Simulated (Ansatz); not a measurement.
# Relaxing an invented Rb2Ge3 structure

These are results of DFT PBE, scalar-relativistic, plane waves, PAW in Ansatz 0.2.0, not measurements. Cutoff 420 eV, Gaussian smearing, Γ-centred meshes. Cell and atoms relax first on a coarse mesh and then on a finer one. In between, the cell is made exact in the group found at 0.06 Å. In metals the finer mesh still leaves noise of several meV/atom or more. The steps can't lower the symmetry of their start. No spin polarisation.

The cell of Rb2Ge3 is invented: 4-connected net of one element, guests in its cages (I4_132, No. 214) (guest Rb). The dimensions are guesses.

```cif
data_structure
_symmetry_space_group_name_H-M 'P 1'
_symmetry_Int_Tables_number 1
_cell_length_a 6.7882
_cell_length_b 6.7882
_cell_length_c 6.7882
_cell_angle_alpha 109.471
_cell_angle_beta 109.471
_cell_angle_gamma 109.471
_cell_volume 240.79
loop_
_atom_site_label
_atom_site_type_symbol
_atom_site_fract_x
_atom_site_fract_y
_atom_site_fract_z
_atom_site_occupancy
Rb1 Rb 0.00000 0.25000 0.50000 1
Rb2 Rb 0.25000 0.25000 0.25000 1
Rb3 Rb 0.25000 0.50000 0.00000 1
Rb4 Rb 0.50000 0.00000 0.25000 1
Ge1 Ge 0.62500 0.25000 0.87500 1
Ge2 Ge 0.87500 0.62500 0.25000 1
Ge3 Ge 0.75000 0.62500 0.87500 1
Ge4 Ge 0.25000 0.87500 0.62500 1
Ge5 Ge 0.87500 0.75000 0.62500 1
Ge6 Ge 0.62500 0.87500 0.75000 1
```

Energies over the elements count from the elements' standard structures at the same level, with no fitted energy shifts.

Task: Describe the relaxed structure.

Result: The symmetry stays I4_132 (No. 214). The volume per atom grows by 40.1 %, from 24.1 to 33.7 Å³. The shortest distance goes from 2.40 Å (Ge–Ge) to 2.69 Å (Ge–Ge). The energy falls by about 0.38 eV/atom (the start's value is from the coarse mesh). Conventional cell: a = 8.771 Å. Rb is surrounded by 3 Rb at 3.10 Å, 6 Ge at 4.10 Å and 9 Ge at 4.65 Å; Ge is surrounded by 4 Ge at 2.69 Å.

```cif
data_structure
_symmetry_space_group_name_H-M 'I4_132'
_symmetry_Int_Tables_number 214
_cell_length_a 8.7715
_cell_length_b 8.7715
_cell_length_c 8.7715
_cell_angle_alpha 90.000
_cell_angle_beta 90.000
_cell_angle_gamma 90.000
_cell_volume 674.87
loop_
_atom_site_label
_atom_site_type_symbol
_atom_site_symmetry_multiplicity
_atom_site_Wyckoff_symbol
_atom_site_fract_x
_atom_site_fract_y
_atom_site_fract_z
_atom_site_occupancy
Rb1 Rb 8 a 0.37500 0.12500 0.87500 1
Ge1 Ge 12 d 0.25000 0.62500 0.00000 1
```

Task: How does it come out in energy, and is it a metal?

Result:

| Item | Value |
| --- | --- |
| Formation energy | +0.32 eV/atom |
| Gap on the 6×6×6 mesh of the 10-atom cell | 0 eV (a metal) |

The separate elements lie lower, so it is unstable against them.

The last run used Gaussian smearing of 0.10 eV. A structure relaxed within its symmetry needn't be a true minimum. In all, the 3 runs took 3.8 min on 1 thread of Arm Neoverse V2, with other jobs on the host.
